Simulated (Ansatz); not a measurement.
# InCu₂ + YCu₂ → YInCu₄

All three solids are relaxed on PAW files, and every method takes those cells: YInCu₄ in F-43m, a = 7.04 Å, b = 7.04 Å, c = 7.04 Å, α = 90.00°, β = 90.00°, γ = 90.00°, 8×8×8 k mesh, smearing 0.05 eV; InCu₂ in P6_3/mmc, a = 4.33 Å, b = 4.33 Å, c = 5.21 Å, α = 90.00°, β = 90.00°, γ = 120.00°, 9×9×6 k mesh, smearing 0.05 eV; YCu₂ in Imma, a = 4.19 Å, b = 6.65 Å, c = 7.09 Å, α = 90.00°, β = 90.00°, γ = 90.00°, 9×9×9 k mesh, smearing 0.05 eV.

The product's cell, then the reactants':

```
Y In Cu
1.0
     0.00000    3.52017    3.52017
     3.52017    0.00000    3.52017
     3.52017    3.52017    0.00000
Y In Cu
1 1 4
Direct
  0.00000 0.00000 0.00000
  0.25000 0.25000 0.25000
  0.62455 0.12634 0.62455
  0.62455 0.62455 0.12634
  0.62455 0.62455 0.62455
  0.12634 0.62455 0.62455
```

```yaml
crystal:
  lattice:
    - [4.32833, 0.00000, 0.00000]
    - [-2.16416, 3.74844, 0.00000]
    - [0.00000, 0.00000, 5.21403]
  atoms:
    - { symbol: In, position: [0.33333, 0.66667, 0.75000] }
    - { symbol: In, position: [0.66667, 0.33333, 0.25000] }
    - { symbol: Cu, position: [0.33333, 0.66667, 0.25000] }
    - { symbol: Cu, position: [0.66667, 0.33333, 0.75000] }
    - { symbol: Cu, position: [0.00000, 0.00000, 0.00000] }
    - { symbol: Cu, position: [0.00000, 0.00000, 0.50000] }
```

```xyz
6
Lattice="-2.0958 3.3270 3.5472 2.0958 -3.3270 3.5472 2.0958 3.3270 -3.5472" Properties=species:S:1:pos:R:3 pbc="T T T"
Y     0.0000    1.6635    3.8693
Y     2.0958    1.6635   -0.3221
Cu    0.0000    0.3652    1.1687
Cu    0.0000    2.9618    1.1687
Cu    2.0958    2.9618    2.3785
Cu    2.0958    0.3652    2.3785
```

Computed with Ansatz 0.2.0; functional LDA, scalar-relativistic. Settings: no spin polarisation. Methods: LAPW: all electrons, basis error target 0.5 meV/atom; PAW: frozen-core files, cutoff 420 eV.

Energies are at zero smearing and zero temperature. The structures come from databases; a reactant may be hypothetical or may itself decompose, and needn't be the lowest polymorph.

The PAW files were made under PBE.

Q: What is the reaction energy per atom of the product, by each method?

A: LAPW -219.5 meV/atom; PAW -219.4 meV/atom. The product is favoured against these reactants.

Q: How does the volume change, and what would pressure do?

A: It changes by -4.9 %, so pressure favours the product.
